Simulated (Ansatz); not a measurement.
Input:

LaN:
```yaml
crystal:
  lattice:
    - [4.43596, 0.00000, 0.00000]
    - [0.00000, 4.43596, 0.00000]
    - [0.00000, 0.00000, 3.71856]
  atoms:
    - { symbol: La, position: [0.50000, 0.00000, 0.26231] }
    - { symbol: La, position: [0.00000, 0.50000, 0.73769] }
    - { symbol: N, position: [0.50000, 0.50000, 0.00000] }
    - { symbol: N, position: [0.00000, 0.00000, 0.00000] }
```

This is the HSE06-relaxed structure.

Q: All from DFT-HSE06 in the program Ansatz with PAW potentials, unless another level is named. Give the smallest direct gap on the standard path.

A: 2.75 eV.

Q: Next, the band gap?

A: 2.39 eV (indirect).

Q: Predict the conduction-band minimum.

A: at Γ.

Q: Predict the valence-band maximum.

A: on the M–Γ line, 58 % of the way from M.

Space group P4/nmm. The workflow started from a Materials Project entry (that database holds measured and hypothetical structures alike); the Crystallography Open Database copy checked does not list it. COD files the formula under space group No. 225. Whether it is the stable phase at ambient conditions was not checked. Symmetry was held in the HSE06 relaxation; its stability against distortions is not shown here. The hybrid was solved on a coarse mesh, the path and, where they were found, the r²SCAN edge points; its band edges are the extreme levels among these. Spin–orbit coupling is left out wherever it is not named.

Potentials: the later of the program's two PAW sets.
